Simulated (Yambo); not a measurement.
G0W0@PBEsol for CdTe (zinc blende, space group F-43m, No. 216) in Yambo. Reference settings: 4×4×4 Γ-centred k mesh, bands 5 to 165 and a 10 Ry block in the screening, 165 bands in G with the Bruneval-Gonze terminator, plasmon pole fitted at 27.2 eV. The PBEsol gap Γ → Γ on this mesh is 0.65 eV; G0W0 gaps are taken between the same points.

Gap (Γ → Γ) in eV against the number of bands and the screening block, terminator on:

| bands (W and G) | 2 Ry | 4 Ry | 6 Ry | 8 Ry | 10 Ry |
|---|---|---|---|---|---|
| 40 | 1.914 | 1.978 | 2.017 | 2.024 | 2.026 |
| 60 | 1.812 | 1.873 | 1.909 | 1.914 | 1.915 |
| 91 | 1.757 | 1.803 | 1.834 | 1.838 | 1.839 |
| 128 | 1.740 | 1.780 | 1.814 | 1.821 | 1.824 |
| 165 | 1.734 | 1.771 | 1.807 | 1.816 | 1.821 |

Rough cost of the Yambo step against the reference (shared machines):

| bands (W and G) | 2 Ry | 4 Ry | 6 Ry | 8 Ry | 10 Ry |
|---|---|---|---|---|---|
| 40 | 1/7 | 1/7 | 1/7 | 1/6 | 1/5 |
| 60 | 1/5 | 1/5 | 1/4 | 1/4 | 1/3 |
| 91 | 1/3 | 1/3 | 1/3 | 1/2 | ~1 |
| 128 | ~1 | ~1 | ~1 | ~1 | ~1 |
| 165 | ~1 | ~1 | ~1 | ~1 | 1 |

At the largest block the last step in bands moves the gap by -0.003 eV; at the most bands the last step in the block moves it by 0.005 eV.

Without spin-orbit coupling, band edges of such heavy elements can be off by tenths of an eV.

The standard potential for Te keeps a d shell in the valence without the s and p states of that shell. In tests on such compounds this moved G0W0 gaps by up to about 0.9 eV, so absolute quasiparticle energies here are unreliable; differences between settings are what counts.

Geometry relaxed with PBEsol; primitive cell a = b = c = 4.589 Å, α = β = γ = 60.00°.
